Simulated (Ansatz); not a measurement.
## Step by step: BaNb, relaxation of cell and atoms

All numbers below come from DFT, r2SCAN, PAW with Ansatz's default frozen-core files, scalar-relativistic in Ansatz 0.2.0.

Command: `ansatz run input.yaml --threads 1 --pin off --max-ram 2048MiB --backend cpu --events-out ev --progress --plain --runs-dir out` The run took 2 min on 1 thread of Intel(R) Xeon(R) Processor @ 2.50GHz (Skylake/Cascade Lake), with other jobs on the host, peak memory 0.56 GiB.

```yaml
crystal:
  lattice:
    - [3.6611707153, 0.0, 0.0]
    - [0.0, 3.6611707153, 0.0]
    - [0.0, 0.0, 4.9791921728]
  atoms:
    - { symbol: Ba, position: [0.0, 0.0, 0.0] }
    - { symbol: Nb, position: [0.5, 0.5, 0.5] }
kpoints:
  mp_grid: { grid: [9, 9, 7] }
scf:
  occupations: { method: fermi_dirac, width: 0.05 }
hamiltonian:
  xc: r2scan
  pseudopotentials: { kind: paw }
output:
  forces: true
  stress: true
  write_density: true
  write_potential: true
  elf: true
  volumetric_format: npy
relax:
  f_tol: 0.005
  max_steps: 80
  cell: {}
```

Spin polarisation is left out, and whether a magnetic state lies lower isn't shown here.

No spin–orbit coupling, which matters for the heavy atoms here.

The cell is built from the L10 type as a first guess.

The cutoff is 500 eV; energies and pressures of the walk include the program's estimate of the Pulay term. The PAW files were made with PBE; their cores are remade for this functional.

Each frame lists the cell vectors (Å), then Cartesian positions (Å); symmetry keeps all forces zero. Free energies count from the first step, -10525.0032 eV.

The walk took 8 evaluations in all; steps that aren't listed are left out.

Step 1: E = 0.0 meV, P = -4.54 GPa

```
cell 3.6612 0.0000 0.0000 0.0000 3.6612 0.0000 0.0000 0.0000 4.9792
Ba    0.0000    0.0000    0.0000
Nb    1.8306    1.8306    2.4896
```

Step 2: E = -258.4 meV, P = -3.07 GPa

```
cell 3.4819 0.0000 0.0000 0.0000 3.4819 0.0000 0.0000 0.0000 5.0434
Ba    0.0000    0.0000    0.0000
Nb    1.7410    1.7410    2.5217
```

Step 3: E = -477.4 meV, P = -1.17 GPa

```
cell 3.3035 0.0000 0.0000 0.0000 3.3035 0.0000 0.0000 0.0000 5.1857
Ba    0.0000    0.0000    0.0000
Nb    1.6518    1.6518    2.5928
```

Step 4: E = -621.5 meV, P = 1.38 GPa

```
cell 3.1279 0.0000 0.0000 0.0000 3.1279 0.0000 0.0000 0.0000 5.4265
Ba    0.0000    0.0000    0.0000
Nb    1.5640    1.5640    2.7133
```

Step 5: E = -662.7 meV, P = 0.37 GPa

```
cell 3.0881 0.0000 0.0000 0.0000 3.0881 0.0000 0.0000 0.0000 5.6755
Ba    0.0000    0.0000    0.0000
Nb    1.5440    1.5440    2.8377
```

Step 6: E = -667.5 meV, P = 0.10 GPa

```
cell 3.0697 0.0000 0.0000 0.0000 3.0697 0.0000 0.0000 0.0000 5.7797
Ba    0.0000    0.0000    0.0000
Nb    1.5348    1.5348    2.8898
```

**Question.** How does the relaxation end?

**Answer.** It converges, with a = 3.068 Å, b = 3.068 Å, c = 5.798 Å, α = 90.00°, β = 90.00°, γ = 90.00° (conventional cell, space group P4/mmm). The last solve (on a basis chosen afresh for the final cell, so its energy is not quite comparable) gives E = -667.2 meV, P = -0.02 GPa:
```
cell 3.0684 0.0000 0.0000 0.0000 3.0684 0.0000 0.0000 0.0000 5.7975
Ba    0.0000    0.0000    0.0000
Nb    1.5342    1.5342    2.8988
```
